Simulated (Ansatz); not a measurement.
According to LDA in the plane-wave PAW code Ansatz, HfSiO4 in the tetragonal phase (I4_1/amd; Hf on 4a, Si on 4b, O on 16h) relaxes to a = 6.523 Å, c = 5.922 Å. Si has 4 nearest neighbours from 1.62 Å (tetrahedral). Its formation energy from the elements is -3.36 eV/atom, with no fitted shifts.

It is gapped at this level: 5.41 eV (indirect). The hole mass is 1.6, 1.6, 7.9 mₑ (principal values).

An equation-of-state fit gives a bulk modulus of 241 GPa. The relaxed-ion elastic constants in GPa are C11 = 463, C12 = 77.1, C13 = 160, C33 = 511, C44 = 115, C66 = 50.7. The elastic constants imply a Debye temperature near 606 K. Perturbation theory gives ε∞ = 3.92 (xx = yy), 4.13 (zz). Letting the ions move raises it to ε0 = 11.5 (xx = yy), 11.5 (zz). Born charges are Hf +5.05, Si +3.57, O -2.15 e. The phonon dispersion is stable (no imaginary branch). Without the LO–TO term the highest mode at Γ lies at 1033 cm^-1.

The cell was relaxed with LDA under the symmetry of its start. No spin polarisation was allowed. The references are the lowest solids computed at this level, not always the standard phases (solids in place of the gases). Scalar-relativistic: spin–orbit coupling is off unless named, which matters more the heavier the elements.

Potentials: the later of the program's two PAW sets.
